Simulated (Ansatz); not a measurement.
SnC (rock salt, space group No. 225), PBE in the plane-wave PAW code Ansatz, all energies at zero smearing, with the estimated change up to a 700 eV cutoff added, with one set of potentials and settings (totals compare only within such a set). Cell of 2 atoms (1 C, 1 Sn): -6272.546 eV.

```tsv
element	reference phase	E (eV/atom)
C	P6_3/mmc, 4 atoms in the cell	-250.9479
Sn	Fd-3m, 2 atoms in the cell	-6024.2128
```

Formation energy per atom, worked out: (-6272.546 − 1×(-250.9479) − 1×(-6024.2128))/2 = 1.307 eV/atom (126 kJ per mol of atoms), at 0 K, without zero-point energy or fitted corrections.

Space group Fm-3m (rock salt). A made-up cell: these elements were put on the sites of a structure type; neither database checked (COD, Materials Project) lists it. Its standing as an ambient phase is unchecked. The PBE relaxation kept the symmetry of its start; its stability against distortions is not shown here. The references are the lowest solids computed at this level, not always the standard phases. Scalar-relativistic: spin–orbit coupling is off unless named, which matters more the heavier the elements.

Potentials: the later of the program's two PAW sets.
